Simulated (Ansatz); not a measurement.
Sc (hcp, Mg type)

```yaml
crystal:
  lattice:
    - [3.27714, 0.00000, 0.00000]
    - [-1.63857, 2.83808, 0.00000]
    - [0.00000, 0.00000, 5.08539]
  atoms:
    - { symbol: Sc, position: [0.33333, 0.66667, 0.75000] }
    - { symbol: Sc, position: [0.66667, 0.33333, 0.25000] }
```

In each cell atom 1 (Sc, nearest neighbour Sc at 3.169 Å; its periodic images, 3.3 Å or more away, move with it) moves by s·(0.577, 0.577, 0.577) (along Cartesian [111]), the rest being held.

All values below come from PBEsol (plane waves to 420 eV, PAW, scalar-relativistic; Ansatz, an electronic-structure program). k mesh 13×13×8 (Γ-centred), Fermi-Dirac smearing 0.05 eV. The energy includes the smearing's −TS. Compression counts positive. With partly filled bands, energies and forces of such displacements shift with the k mesh and the smearing. F∥ is the force on the atom along that direction. Sc is run without spin polarisation. Sc was relaxed with its symmetry unable to fall. ΔE is measured from the undisplaced structure.

```
s (Å)   P (GPa)  ΔE (meV/cell)  F∥ (eV/Å)
------  -------  -------------  ---------
-0.320      0.6            132      0.832
-0.256      0.4             84      0.663
-0.192      0.2            ___      0.496
-0.128      0.1             21      0.329
-0.064      0.0              5      0.163
0.000       0.0              0      0.000
0.064       0.0              5     -0.160
0.128       0.1             20     -0.319
0.192       0.2            ___     -0.478
0.256       0.4             82     -0.636
0.320       0.6            ___     -0.791
```

Problem. Some entries are withheld; supply them.

Solution. 
- -0.192, ΔE (meV/cell): 47
- 0.192, ΔE (meV/cell): 46
- 0.320, ΔE (meV/cell): 127

(A displaced cell: forces are minus the slopes of the energy, force constants its curvatures, and phonons follow from these.)
